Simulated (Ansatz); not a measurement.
BiBN₂:
```yaml
crystal:
  lattice:
    - [3.01097, 0.00000, 0.00000]
    - [-1.50548, 2.60758, 0.00000]
    - [0.00000, 0.00000, 6.10235]
  atoms:
    - { symbol: Bi, position: [0.33333, 0.66667, 0.00458] }
    - { symbol: N, position: [0.33333, 0.66667, 0.46205] }
    - { symbol: B, position: [0.66667, 0.33333, 0.52711] }
    - { symbol: N, position: [0.66667, 0.33333, 0.77626] }
```

Relaxed with r²SCAN.

Q: Map the electron localisation function on the plane through (0.333, 0.667, 0.005) spanned by u = [0, 0, 1] and v = [1, -1, 0] in lattice vectors, from the program Ansatz at the r²SCAN level (PAW).

A: x is the fraction of u, y of v (the angle between them is 90°; rows are the nearest grid lines); atoms in the plane: Bi at (0.00, 0.00), N at (0.46, 0.00), B at (0.52, 0.33), N at (0.77, 0.33).
```
y \ x   0.000  0.0968  0.194  0.258  0.355  0.452  0.548  0.645  0.742  0.806  0.903   1.00
------  -----  ------  -----  -----  -----  -----  -----  -----  -----  -----  -----  -----
1.00    0.322   0.246  0.344  0.250  0.848  0.042  0.745  0.247  0.047  0.192  0.260  0.322
0.923   0.120   0.369  0.337  0.200  0.816  0.593  0.767  0.158  0.052  0.164  0.314  0.120
0.846   0.392   0.495  0.289  0.104  0.571  0.697  0.556  0.060  0.047  0.118  0.323  0.392
0.769   0.368   0.412  0.152  0.040  0.124  0.219  0.138  0.025  0.035  0.067  0.188  0.368
0.692   0.250   0.257  0.075  0.019  0.015  0.021  0.021  0.012  0.021  0.032  0.084  0.250
0.615   0.256   0.264  0.079  0.020  0.020  0.031  0.031  0.019  0.038  0.056  0.101  0.256
0.538   0.260   0.284  0.091  0.026  0.059  0.148  0.144  0.137  0.445  0.480  0.210  0.260
0.462   0.206   0.253  0.087  0.032  0.163  0.393  0.254  0.569  0.773  0.816  0.425  0.206
0.385   0.123   0.179  0.070  0.034  0.269  0.274  0.046  0.877  0.459  0.527  0.590  0.123
0.308   0.108   0.162  0.066  0.034  0.280  0.198  0.014  0.908  0.246  0.305  0.606  0.108
0.231   0.262   0.367  0.137  0.053  0.404  0.784  0.437  0.672  0.771  0.829  0.464  0.262
0.154   0.363   0.473  0.280  0.114  0.672  0.892  0.755  0.178  0.602  0.617  0.291  0.363
0.0769  0.126   0.361  0.336  0.203  0.827  0.670  0.801  0.149  0.103  0.194  0.296  0.126
0.000   0.322   0.246  0.344  0.250  0.848  0.042  0.745  0.247  0.047  0.192  0.260  0.322
```

The density is the valence pseudo-density with augmentation charge, so density and ELF within about 1 Å of a nucleus are not all-electron values.

Space group P3m1. The start of the workflow was typed in or built on a structure type; neither database checked (COD, Materials Project) lists it. Its standing as an ambient phase is unchecked. The cell was relaxed with r²SCAN under the symmetry of its start; its stability against distortions is not shown here. The volume moved by 16 % from the start of the relaxation. Its formation energy is positive at this level, so the cell may be metastable or incomplete. Spin–orbit coupling is left out wherever it is not named.

Potentials: the earlier of the program's two PAW sets.
